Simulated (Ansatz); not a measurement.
**NiBi in the zincblende structure**

Method: PBEsol, scalar-relativistic; collinear spin; PAW, 420 eV, 10×10×10 k-mesh, Gaussian smearing of 0.05 eV; code Ansatz; PAW files: Ansatz's generated set soft_2.

```cif
data_structure
_symmetry_space_group_name_H-M 'P 1'
_symmetry_Int_Tables_number 1
_cell_length_a 4.1043
_cell_length_b 4.1043
_cell_length_c 4.1043
_cell_angle_alpha 60.000
_cell_angle_beta 60.000
_cell_angle_gamma 60.000
_cell_volume 48.89
loop_
_atom_site_label
_atom_site_type_symbol
_atom_site_fract_x
_atom_site_fract_y
_atom_site_fract_z
_atom_site_occupancy
Ni1 Ni 0.00000 0.00000 0.00000 1
Bi1 Bi 0.25000 0.25000 0.25000 1
```

The start was a prototype's sites filled with these elements, not a measured cell.

Magnetic state: non-magnetic, site spin moments none.

The cell above was scaled in volume, its shape and atoms being fixed by the lattice's symmetry. Energies are counted from the cell above.

Cell and atoms are those of this level's equilibrium.

```json
{"V (Å³/atom)": "23.465", "ΔE (meV/atom)": "8.86", "P from the stress (GPa)": "3.14"}
{"V (Å³/atom)": "23.954", "ΔE (meV/atom)": "1.95", "P from the stress (GPa)": "1.43"}
{"V (Å³/atom)": "24.443", "ΔE (meV/atom)": "0.00", "P from the stress (GPa)": "-0.08"}
{"V (Å³/atom)": "24.932", "ΔE (meV/atom)": "2.42", "P from the stress (GPa)": "-1.42"}
{"V (Å³/atom)": "25.421", "ΔE (meV/atom)": "8.69", "P from the stress (GPa)": "-2.60"}
```

Question: Do the energies and the pressures agree? Compare −ΔE/ΔV between neighbouring points (1 meV/Å³ = 0.1602 GPa) with the mean of their pressures.

Answer: 
| interval (Å³/atom) | −ΔE/ΔV (GPa) | mean P (GPa) |
| --- | --- | --- |
| 23.47 to 23.95 | 2.3 | 2.3 |
| 23.95 to 24.44 | 0.6 | 0.7 |
| 24.44 to 24.93 | -0.8 | -0.8 |
| 24.93 to 25.42 | -2.1 | -2.0 |
They differ by 0.04 GPa at most.

Question: What do the two routes give for V0, B0 and B0′?

Answer: A third-order Birch–Murnaghan fit of the energies: V0 = 24.41 Å³/atom, B0 = 72 GPa, B0′ = 5.3. A polynomial of P in ln V, with B = −dP/d ln V at P = 0: V0 = 24.41 Å³/atom, B0 = 72 GPa, B0′ = 5.1.

B0·V0 = 72.1 GPa × 24.41 Å³ = 10.98 eV/atom sets the scale: near the minimum ΔE ≈ ½ B0 V0 x², with x = V/V0 − 1, and a pressure of 0.7 GPa squeezes the volume by about 1 %. At the ends of the curve: x = −3.9 % predicts 8.2 meV/atom and the run gives 8.9; x = +4.2 % predicts 9.5 meV/atom and the run gives 8.7. The curve is steeper than the parabola on the compressed side and flatter on the expanded side: the bulk modulus rises with pressure.

For elements this heavy, spin–orbit coupling would shift levels and gaps; it isn't included here. The starting moments died out; a magnetic state reached from other starts isn't excluded. The run is a metal.
